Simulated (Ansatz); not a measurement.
The cell below belongs to a search over invented structures; it isn't taken from experiment.

Input and command of a plane-wave DFT calculation in Ansatz:

```yaml
crystal:
  lattice:
    - [4.2520438302, 0.0124035245, -0.0065226438]
    - [-0.0041689518, 4.3364665669, -0.0397018997]
    - [-2.0087251844, -2.1379522645, 3.6807718402]
  atoms:
    - { symbol: Sb, position: [0.2125637675, 0.2205302322, 0.4878402103] }
    - { symbol: Sb, position: [0.7058587867, 0.6944753081, 0.5071151866] }
    - { symbol: O, position: [0.5815774459, 0.5849944596, 0.005044603] }
basis:
  ecutwfc: 420
kpoints:
  mp_grid: { grid: [10, 10, 10] }
hamiltonian:
  xc: pbe
scf:
  occupations: { method: gaussian, width: 0.1 }
output:
  forces: true
  stress: true
  eigenvalues: true
relax:
  adjacent_minimum: "off"
  f_tol: 0.01
  max_steps: 30
  cell: { stress_tol: 0.1, fix: [volume] }
```

```bash
ansatz run input.yaml --threads 1 --pin off --max-ram 2560MiB --backend cpu --events-out ev --progress --plain --runs-dir out
```

Processor: AMD EPYC 9R45 96-Core Processor (Zen 5), 1 thread, on a host shared with other jobs.

Task: How long does it run, and how much memory does it take?

Result: About 3.3 min, peak memory 1 GiB. It solves 22 bands at 504 k points (after reduction by symmetry) with about 1289 plane waves, in 52 SCF iterations over 8 ionic steps.
